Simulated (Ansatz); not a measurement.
A: Ir (fcc, Cu type), a = 3.871 Å, b = 3.871 Å, c = 3.871 Å, α = 90.00°, β = 90.00°, γ = 90.00°
B: ZnCu (CsCl type), a = 2.964 Å, b = 2.964 Å, c = 2.964 Å, α = 90.00°, β = 90.00°, γ = 90.00°
C: Cs2AgBiBr6 (double-perovskite type, space group Fm-3m), a = 11.4770 Å, b = 11.4770 Å, c = 11.4770 Å, α = 90.00°, β = 90.00°, γ = 90.00°
D: GaAs (zinc blende), a = 5.746 Å, b = 5.746 Å, c = 5.746 Å, α = 90.00°, β = 90.00°, γ = 90.00°

Scan: energy against volume (even scaling of the relaxed cell, symmetry kept). All come from one method, each on a k mesh of its own. All were relaxed with their symmetry unable to fall. Ir is run without spin polarisation. Spin-orbit coupling is left out. ZnCu is run without spin polarisation.

Question: Rank these by bulk modulus (fitted) (highest first), as PBE (plane waves to 420 eV, PAW, scalar-relativistic; Ansatz, a first-principles code) gives it.

Answer: A (346 GPa), B (114 GPa), D (60.4 GPa), C (20.5 GPa)

(Under strain, the slope of the energy per volume gives the stress and its curvature an elastic modulus.)
